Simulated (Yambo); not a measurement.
BeSe (zinc blende, space group F-43m, No. 216), G0W0@PBE (Yambo, plasmon pole, terminator in G, 4×4×4 mesh): gap Γ → X in eV by bands and screening block.

| bands (W and G) | 3 Ry | 6 Ry | 9 Ry | 12 Ry | 15 Ry |
|---|---|---|---|---|---|
| 33 | [?] | 3.51 | 3.55 | 3.56 | 3.56 |
| 54 | 3.30 | 3.51 | 3.58 | [?] | 3.60 |
| 83 | 3.30 | 3.51 | [?] | 3.63 | 3.64 |
| 120 | 3.30 | 3.52 | 3.63 | 3.65 | 3.66 |
| 156 | 3.30 | 3.52 | 3.63 | 3.66 | 3.67 |

Question: Estimate the withheld gaps from their neighbours; the computed values follow.

Answer: 
- 33, 3 Ry: 3.35
- 54, 12 Ry: 3.59
- 83, 9 Ry: 3.61

The largest settings aren't shown to be the converged limit.

Spin-orbit coupling is not included.

Geometry relaxed with PBEsol; primitive cell a = b = c = 3.628 Å, α = β = γ = 60.00°.

The potentials are those of PseudoDojo's stringent table.
